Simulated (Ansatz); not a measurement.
# Equation of state of nickel, simple cubic

These are results of DFT, r2SCAN, plane waves (500 eV) with PAW, scalar-relativistic (Ansatz), not measurements. The PAW files were generated under PBE, with cores re-solved for the functional.

The cell is scaled uniformly from the relaxed one, with fractional coordinates and shape fixed. Energies are extrapolated to zero smearing, pressures are those at the given smearing. Magnetic state: spin not included. Spin polarisation is off; a magnetic state may lie lower.

```json
{"V (Å³/atom)": "10.597", "E − E₀ (meV/atom)": "109.6", "P (GPa)": "28.56"}
{"V (Å³/atom)": "11.079", "E − E₀ (meV/atom)": "43.6", "P (GPa)": "16.73"}
{"V (Å³/atom)": "11.560", "E − E₀ (meV/atom)": "9.3", "P (GPa)": "7.38"}
{"V (Å³/atom)": "12.042", "E − E₀ (meV/atom)": "0.0", "P (GPa)": "-0.04"}
{"V (Å³/atom)": "12.524", "E − E₀ (meV/atom)": "10.6", "P (GPa)": "-5.91"}
{"V (Å³/atom)": "13.005", "E − E₀ (meV/atom)": "36.9", "P (GPa)": "-10.56"}
{"V (Å³/atom)": "13.487", "E − E₀ (meV/atom)": "75.5", "P (GPa)": "-14.22"}
```

Problem. Fit a third-order Birch-Murnaghan equation.

Solution. V₀ = 12.01 Å³/atom, B₀ = 166 GPa, B₀′ = 4.8.
